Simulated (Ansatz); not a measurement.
LaN (zinc blende, F-43m) at seven volumes, DFT-r²SCAN in the program Ansatz with PAW potentials, scaled uniformly. One row is withheld.

```json
[
 {"V (Å³/atom)": "20.027", "P (GPa)": "10.02"},
 {"V (Å³/atom)": "20.687", "P (GPa)": "6.21"},
 {"V (Å³/atom)": "21.347", "P (GPa)": "2.89"},
 {"V (Å³/atom)": "22.007", "P (GPa)": "0.00"},
 {"V (Å³/atom)": "22.668", "P (GPa)": "?"},
 {"V (Å³/atom)": "23.328", "P (GPa)": "-4.72"},
 {"V (Å³/atom)": "23.988", "P (GPa)": "-6.63"}
]
```

Fit the shown pressures and predict the withheld one.

P = (3/2)B₀(x^(7/2) − x^(5/2))[1 + (3/4)(B′ − 4)(x − 1)] with x = (V₀/V)^(2/3). Least squares on the six rows gives V₀ = 22.007 Å³/atom, B₀ = 89.8 GPa, B′ = 3.58. At V = 22.668, x = 0.9805 and P = -2.52 GPa. The run itself gave -2.52 GPa.

The start of the workflow was typed in or built on a structure type; neither database checked (COD, Materials Project) lists it. COD files the formula under space group No. 225, so this cell is another polymorph or a model. Whether it is the stable phase at ambient conditions was not checked. Symmetry was held in the r²SCAN relaxation; whether a distortion lowers the energy is not shown. Spin–orbit coupling is left out wherever it is not named.

Potentials: the later of the program's two PAW sets.
